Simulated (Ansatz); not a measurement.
## Relaxing a structure of SiNi

The start is a relaxed SiNi cell displaced along its unstable phonon at q = (½, ½, 0) of its primitive reciprocal cell (120i cm⁻¹), largest move 0.15 Å. The cell and all atomic positions are relaxed at zero pressure with PBEsol (plane waves to 420 eV, PAW, scalar-relativistic; Ansatz, a first-principles code). First-step values are on the input's coarse k-mesh.

Ansatz input (later rounds restart from its end on a renewed k-mesh):
Ansatz 0.2 input:
```yaml
crystal:
  lattice:
    - [7.3827186882, 0, 0]
    - [3.6913593441, 3.6913593441, 0]
    - [0, 0, 4.8205736544]
  atoms:
    - { symbol: Si, position: [0.75, 0.5, -0.0311166286] }
    - { symbol: Si, position: [0.25, 0.5, 0.0311166286] }
    - { symbol: Si, position: [0.25, 0, 0.5] }
    - { symbol: Si, position: [0.75, 0, 0.5] }
    - { symbol: Ni, position: [-0.0104885518, 0.0209771035, 0.25] }
    - { symbol: Ni, position: [0.5104885518, -0.0209771035, 0.25] }
    - { symbol: Ni, position: [0.0104885518, -0.0209771035, 0.75] }
    - { symbol: Ni, position: [0.4895114482, 0.0209771035, 0.75] }
basis: { ecutwfc: 420, ecutrho_ratio: 4, xc_grid: 2, fft_grid_basis: typed }
kpoints: { mp_grid: { grid: [9, 9, 7] } }
hamiltonian:
  xc: pbesol
  dispersion: none
  pseudopotentials: { azcp: { folder: ./paw }, kind: paw }
scf: { occupations: { method: fermi_dirac, width: 0.05 } }
relax: { f_tol: 0.01, max_steps: 100, cell: { stress_tol: 0.02 } }
output: { forces: true, stress: true }
```

Q: What is the largest force in the starting geometry, and on which atom (counted from 1)?

A: 0.20 eV/Å, on Ni5, Ni6, Ni7, Ni8 (atoms numbered as listed).

Q: By how much does the energy per atom fall from start to end?

A: 0.19 eV/atom.

Q: How does the volume change?

A: -15.6 %, from 16.42 to 13.86 Å³/atom.

Q: Is the parent structure recovered?

A: It does not go back: it reaches Cmme (No. 67), 0.20 eV/atom below the parent.

Q: How do the shortest distances between atoms change?

A: The closest pairs of elements (up to four, under 3.6 Å), start → end: Ni–Si 2.19 → 2.26 Å; Ni–Ni 2.42 → 2.32 Å; Si–Si 3.45 → 2.80 Å.

Final values are on a 9×9×11 k-mesh of the relaxed cell. No spin polarisation in the result. A magnetic state may lie lower.

The run could not lose the symmetry of its start: the end is stationary, and may be a saddle point rather than a minimum.

The relaxed structure here is a generated cell of SiNi: the first start was made by placing the elements on the sites of a structure type, and the end was not matched to a known phase here, so it may be hypothetical. Known forms of SiNi include space group No. 62.
